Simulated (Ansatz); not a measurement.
TiPt$_{3}$:
```cif
data_Pt3Ti
_chemical_formula_sum 'Ti1 Pt3'
_space_group_name_H-M_alt 'Pm-3m'
_space_group_IT_number 221
_space_group_name_Hall '-P 4 2 3'
_cell_length_a 3.92069
_cell_length_b 3.92069
_cell_length_c 3.92069
_cell_angle_alpha 90.000
_cell_angle_beta 90.000
_cell_angle_gamma 90.000
loop_
_atom_site_label
_atom_site_type_symbol
_atom_site_symmetry_multiplicity
_atom_site_Wyckoff_symbol
_atom_site_fract_x
_atom_site_fract_y
_atom_site_fract_z
_atom_site_occupancy
Ti1 Ti 1 a 0.00000 0.00000 0.00000 1
Pt1 Pt 3 c 0.00000 0.50000 0.50000 1
```

Relaxed with r²SCAN.

Problem. Which orbitals make up the states near the Fermi level in r²SCAN (plane waves, PAW; program Ansatz)?

Solution. Within 0.5 eV of the Fermi level: Ti 3d 60 %, Pt 5d 34 %. Projections are on Löwdin-orthogonalised atomic valence shells; empty p or d shells of many metals are not among them.

Problem. Tabulate the density of states.

Solution. States/eV per cell of 4 atoms, in 0.25 eV bins, energy from the Fermi level.

| E (eV) | total | Pt 5d | Ti 3d | Pt 6s |
|---|---|---|---|---|
| -7.85 | 1.02 | 0.26 | 0.03 | 0.63 |
| -7.60 | 1.77 | 0.78 | 0.11 | 0.80 |
| -7.35 | 1.47 | 0.83 | 0.10 | 0.49 |
| -7.10 | 2.08 | 1.42 | 0.16 | 0.41 |
| -6.85 | 4.75 | 3.07 | 0.36 | 0.89 |
| -6.60 | 6.74 | 4.90 | 0.46 | 0.98 |
| -6.35 | 6.39 | 5.30 | 0.37 | 0.48 |
| -6.10 | 5.51 | 4.86 | 0.30 | 0.19 |
| -5.85 | 4.67 | 4.12 | 0.26 | 0.17 |
| -5.60 | 4.41 | 3.93 | 0.24 | 0.11 |
| -5.35 | 4.12 | 3.66 | 0.21 | 0.13 |
| -5.10 | 4.73 | 4.23 | 0.24 | 0.14 |
| -4.85 | 5.12 | 4.61 | 0.26 | 0.13 |
| -4.60 | 5.98 | 5.22 | 0.35 | 0.24 |
| -4.35 | 6.08 | 5.26 | 0.31 | 0.31 |
| -4.10 | 4.52 | 3.84 | 0.21 | 0.29 |
| -3.85 | 3.93 | 3.27 | 0.28 | 0.25 |
| -3.60 | 7.90 | 6.77 | 0.69 | 0.28 |
| -3.35 | 6.76 | 5.61 | 0.74 | 0.27 |
| -3.10 | 5.09 | 4.25 | 0.52 | 0.21 |
| -2.85 | 5.69 | 4.86 | 0.51 | 0.17 |
| -2.60 | 7.18 | 6.27 | 0.56 | 0.16 |
| -2.35 | 3.71 | 3.12 | 0.30 | 0.12 |
| -2.10 | 3.40 | 2.67 | 0.38 | 0.11 |
| -1.85 | 4.64 | 3.20 | 0.73 | 0.20 |
| -1.60 | 3.77 | 2.20 | 0.83 | 0.16 |
| -1.35 | 2.18 | 1.38 | 0.39 | 0.10 |
| -1.10 | 1.81 | 1.32 | 0.23 | 0.07 |
| -0.85 | 2.19 | 1.85 | 0.18 | 0.04 |
| -0.60 | 2.41 | 2.14 | 0.17 | 0.03 |
| -0.35 | 1.36 | 1.14 | 0.15 | 0.03 |
| -0.10 | 0.82 | 0.53 | 0.23 | 0.01 |
| 0.15 | 2.01 | 0.55 | 1.30 | 0.07 |
| 0.40 | 8.67 | 1.91 | 6.25 | 0.20 |
| 0.65 | 6.95 | 1.50 | 4.99 | 0.19 |
| 0.90 | 6.77 | 1.89 | 4.39 | 0.32 |
| 1.15 | 6.19 | 2.05 | 3.49 | 0.46 |
| 1.40 | 3.79 | 1.03 | 1.99 | 0.53 |
| 1.65 | 2.73 | 0.62 | 1.50 | 0.38 |
| 1.90 | 1.81 | 0.37 | 1.00 | 0.26 |
| 2.15 | 0.84 | 0.14 | 0.35 | 0.17 |
| 2.40 | 0.58 | 0.09 | 0.22 | 0.10 |
| 2.65 | 0.55 | 0.07 | 0.20 | 0.08 |
| 2.90 | 0.82 | 0.09 | 0.30 | 0.13 |
| 3.15 | 1.72 | 0.18 | 0.61 | 0.37 |
| 3.40 | 1.62 | 0.17 | 0.45 | 0.37 |
| 3.65 | 1.30 | 0.13 | 0.29 | 0.32 |
| 3.90 | 1.16 | 0.11 | 0.21 | 0.29 |
| 4.15 | 1.12 | 0.09 | 0.17 | 0.28 |
| 4.40 | 1.03 | 0.08 | 0.13 | 0.27 |
| 4.65 | 0.95 | 0.07 | 0.10 | 0.26 |

Symmetry was held in the r²SCAN relaxation; of distortions, only those at the zone centre were tested. The run is not spin-polarised. Scalar-relativistic: spin–orbit coupling is off unless named, which matters more the heavier the elements.

Potentials: the later of the program's two PAW sets.
